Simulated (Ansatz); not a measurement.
Values for one crystal, relaxed and computed with DFT-PBEsol in the program Ansatz with PAW potentials; other levels are named.

```yaml
volume_per_atom: 11.32 Å³
band_gap: 2.11 eV (indirect)
Pressure derivative B′: 2.2
Electronic dielectric constant ε∞ (DFPT): 6.85 (xx = yy), 6.28 (zz)
Elastic constants (relaxed ions, GPa): C11 = 356, C12 = 157, C13 = 151, C33 = 195, C44 = 46.5, C66 = 60.4
HSE06 gap on the PBEsol cell: 3.66 eV
Young's modulus: 157 GPa
```

Task: Which of these materials gives this?
(A) TiO2, anatase
(B) LiNbO3, R3c (Li on 6a, Nb on 6a, O on 18b)
(C) YSiNO2, P4/mmm (Y on 1b, Si on 1c, N on 1d, O on 2f)
(D) CaO, CsCl type

Result: A, TiO2, anatase

Space group I4_1/amd (anatase). The cell was relaxed with PBEsol under the symmetry of its start. The run is not spin-polarised.

Potentials: the earlier of the program's two PAW sets. The files were generated under PBE; for other functionals the program regenerates the frozen cores, and for LDA and PBEsol the local potential too.
